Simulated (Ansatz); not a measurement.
Relaxed-ion elastic tensor of ZrOs (CsCl type, Pm-3m) in GPa (Voigt order), plane-wave PAW LDA (Ansatz code); density 13.92 g/cm³, 16.79 Å³ per atom.

|  | 1 | 2 | 3 | 4 | 5 | 6 |
|---|---|---|---|---|---|---|
| 1 | 403 | 152 | 152 | 0.0 | 0.0 | 0.0 |
| 2 | 152 | 403 | 152 | 0.0 | 0.0 | 0.0 |
| 3 | 152 | 152 | 403 | 0.0 | 0.0 | 0.0 |
| 4 | 0.0 | 0.0 | 0.0 | 96.5 | 0.0 | 0.0 |
| 5 | 0.0 | 0.0 | 0.0 | 0.0 | 96.5 | 0.0 |
| 6 | 0.0 | 0.0 | 0.0 | 0.0 | 0.0 | 96.5 |

Q: Is the crystal mechanically stable?

A: Yes: the smallest eigenvalue of C is 96.5 GPa.

Q: Work out the Voigt, Reuss and Hill averages.

A: K_V = 235, K_R = 235, K_H = 235; G_V = 108, G_R = 106, G_H = 107 GPa.

Q: Give Young's modulus, Poisson's ratio, Pugh's ratio and the universal anisotropy index.

A: E = 9KG/(3K + G) = 279 GPa; ν = 0.30; K/G = 2.20 (ductile by the Pugh limit of 1.75); A_U = 5G_V/G_R + K_V/K_R − 6 = 0.08.

Q: Estimate the sound speeds and the Debye temperature.

A: v_l = √((K + 4G/3)/ρ) = 5210 m/s, v_t = √(G/ρ) = 2770 m/s, mean 3100 m/s; Θ = (h/k)(3n/4πV)^(1/3) v_m = 360 K.

Q: Give the Zener ratio and Young's modulus along [100], [110] and [111].

A: A = 2C44/(C11 − C12) = 0.77; 1/E = S11 − 2(S11 − S12 − S44/2)Γ with Γ = 0, 1/4, 1/3 gives 319, 268, 255 GPa.

The workflow started from a Materials Project entry (that database holds measured and hypothetical structures alike); the Crystallography Open Database files this formula in space group No. 221, but the cells were not matched. Its standing as an ambient phase is unchecked. Symmetry was held in the LDA relaxation; of distortions, only those at the zone centre were tested. The run is not spin-polarised. As this level gives no gap, shear constants depend on the k-mesh and smearing (Fermi–Dirac, 0.1 eV here). Spin–orbit coupling is left out wherever it is not named.

Potentials: the later of the program's two PAW sets.
